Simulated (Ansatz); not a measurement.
PtS in space group P4_2/mmc (No. 131; Pt on 2c, S on 2e), a = 3.4957 Å, b = 3.4957 Å, c = 6.1114 Å, α = 90.00°, β = 90.00°, γ = 90.00°.

Relaxed with r²SCAN.

### Question
Which orbitals make up the states near the band edges in r²SCAN in the plane-wave PAW code Ansatz?

### Answer
Top 1 eV of the valence band: Pt 5d 63 %, S 3p 27 %, Pt 6s 8 %. Bottom 1 eV of the conduction band: Pt 5d 49 %, S 3p 29 %, S 3s 14 %, outside the projected shells 6 %. Projections are on Löwdin-orthogonalised atomic valence shells; empty p or d shells of many metals are not among them.

### Question
Tabulate the density of states.

### Answer
States/eV per cell of 4 atoms, in 0.25 eV bins, energy from the valence-band maximum.

```tsv
E (eV)	total	Pt 5d	S 3p	Pt 6s
-7.85	0.79	0.22	0.45	0.08
-7.60	1.69	0.57	0.93	0.14
-7.35	1.81	0.63	0.98	0.15
-7.10	2.68	0.70	1.56	0.36
-6.85	2.85	0.85	1.61	0.32
-6.60	2.63	1.00	1.36	0.20
-6.35	5.82	3.02	2.64	0.08
-6.10	3.28	1.56	1.60	0.04
-5.85	2.12	0.78	1.21	0.05
-5.60	2.63	0.91	1.54	0.08
-5.35	3.59	1.16	2.27	0.05
-5.10	2.48	0.87	1.51	0.04
-4.85	2.38	0.98	1.27	0.05
-4.60	1.98	0.86	1.02	0.04
-4.35	2.02	0.88	1.03	0.04
-4.10	2.51	1.04	1.32	0.03
-3.85	2.48	1.05	1.29	0.02
-3.60	1.96	0.96	0.92	0.01
-3.35	1.23	0.76	0.42	0.01
-3.10	2.28	1.92	0.26	0.05
-2.85	6.64	5.94	0.35	0.23
-2.60	8.76	8.06	0.30	0.25
-2.35	8.14	7.50	0.30	0.19
-2.10	8.02	7.13	0.50	0.20
-1.85	5.58	4.19	0.82	0.42
-1.60	4.78	3.23	1.03	0.38
-1.35	4.87	3.11	1.30	0.33
-1.10	4.72	2.76	1.60	0.23
-0.85	4.00	2.39	1.26	0.25
-0.60	3.34	2.10	0.92	0.23
-0.35	2.21	1.54	0.39	0.24
-0.10	0.59	0.43	0.07	0.09
0.15	0.00	0.00	0.00	0.00
0.40	0.00	0.00	0.00	0.00
0.65	0.00	0.00	0.00	0.00
0.90	0.13	0.08	0.01	0.00
1.15	0.50	0.27	0.11	0.01
1.40	0.91	0.44	0.26	0.02
1.65	1.61	0.75	0.53	0.03
1.90	1.90	0.80	0.68	0.05
2.15	2.25	0.80	0.84	0.10
2.40	2.00	0.74	0.83	0.05
2.65	2.11	0.68	0.92	0.05
2.90	2.47	0.74	1.13	0.06
3.15	1.97	0.59	0.95	0.05
3.40	1.18	0.32	0.53	0.05
3.65	0.93	0.18	0.31	0.07
3.90	0.88	0.14	0.25	0.08
4.15	0.85	0.10	0.19	0.10
4.40	0.88	0.07	0.15	0.15
4.65	1.23	0.09	0.20	0.30
4.90	1.18	0.09	0.20	0.31
5.15	0.97	0.07	0.17	0.26
5.40	0.88	0.07	0.16	0.25
5.65	1.22	0.09	0.22	0.39
```

The workflow started from a Materials Project entry (that database holds measured and hypothetical structures alike); the Crystallography Open Database files this formula in space group No. 131, but the cells were not matched. Whether it is the stable phase at ambient conditions was not checked. Symmetry was held in the r²SCAN relaxation; its stability against distortions is not shown here. The run is not spin-polarised. Scalar-relativistic: spin–orbit coupling is off unless named, which matters more the heavier the elements.

Potentials: the earlier of the program's two PAW sets.
